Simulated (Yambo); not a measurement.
```
GaAl3N4
1.0
    5.03769     0.00000     0.00000
    0.00000     3.12544     0.00000
   -0.00335     0.00000     5.41117
N Al Ga
4 3 1
Direct
  0.11010   0.00000   0.66630
  0.12260   0.50000   0.16720
  0.62590   0.50000   0.84130
  0.62350   0.00000   0.32530
  0.50010   0.50000   0.16730
  0.00080   0.50000   0.83500
  0.00090   0.00000   0.33160
  0.49970   0.00000   0.66620
```

Response from Yambo on PBEsol (pw.x of Quantum ESPRESSO, ONCV potentials, no spin-orbit coupling) bands: 6×8×6 mesh, 70 bands, 3 Ry local-field block, 0.2 eV broadening.

Question: Give the static electronic dielectric constant without and with local fields along each axis.

Answer: 
```
field along  ε(0), independent particles  ε(0), RPA with local fields  refractive index √ε
-----------  ---------------------------  ---------------------------  -------------------
x                                   5.15                         4.88                 2.21
y                                   4.96                         4.70                 2.17
z                                   4.97                         4.68                 2.16
```
Electronic (clamped-ion) response only. PBEsol gaps are usually too small, which raises these values. Convergence of the RPA response with its 6×8×6 mesh was not tested. x, y and z are Cartesian axes of the cell as given.

Geometry of the Materials Project entry, not relaxed at this level.

The structure is a Materials Project entry; no match was found in the copy of COD used, and its stability was not checked.
